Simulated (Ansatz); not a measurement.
With the program Ansatz at the r²SCAN+D4 level (PAW), BP in the orthorhombic phase (Pnma; B on 4c, P on 4c) relaxes to a = 6.234 Å, b = 3.217 Å, c = 5.363 Å. Against the elements it lies at -0.19 eV/atom, with no fitted shifts.

It is gapped at this level: 0.80 eV (indirect). The screened hybrid HSE06 puts the gap at 1.42 eV. The hole mass is 0.19, 0.49, 0.83 mₑ (principal values).

The bulk modulus is 132 GPa. The elastic constants imply a Debye temperature near 812 K. Bader charges are B +0.67, P -0.67 e.

The start of the workflow was typed in or built on a structure type; neither database checked (COD, Materials Project) lists it. It is not the phase usual at ambient conditions (space group No. 216). Symmetry was held in the r²SCAN+D4 relaxation; whether a distortion lowers the energy is not shown. The volume moved by 25 % from the start of the relaxation. The references are the lowest solids computed at this level, not always the standard phases.

Potentials: the earlier of the program's two PAW sets. The files were generated under PBE; for other functionals the program regenerates the frozen cores, and for LDA and PBEsol the local potential too.
